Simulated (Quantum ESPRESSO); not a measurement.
```
CELL_PARAMETERS angstrom
      3.12305     0.00000     0.00000
     -1.56153     2.70464     0.00000
      0.00000     0.00000    16.10000
ATOMIC_POSITIONS crystal
  S  0.00000 0.00000 0.90313
  S  0.00000 0.00000 0.09687
  W  0.66667 0.33333 0.00000
```

The layer was cut from Materials Project entry mp-224 and relaxed with LDA in a cell 16.1 Å high, with the Coulomb interaction truncated along z.

Problem. What does norm-conserving LDA (Quantum ESPRESSO, 70 Ry, no spin-orbit coupling) give for the electronic structure near the Fermi level?

Solution. The LDA gap is direct, 1.99 eV at K. The valence-band maximum lies 5.93 eV below the vacuum level. Without spin-orbit coupling, band edges of such heavy elements can be off by tenths of an eV.
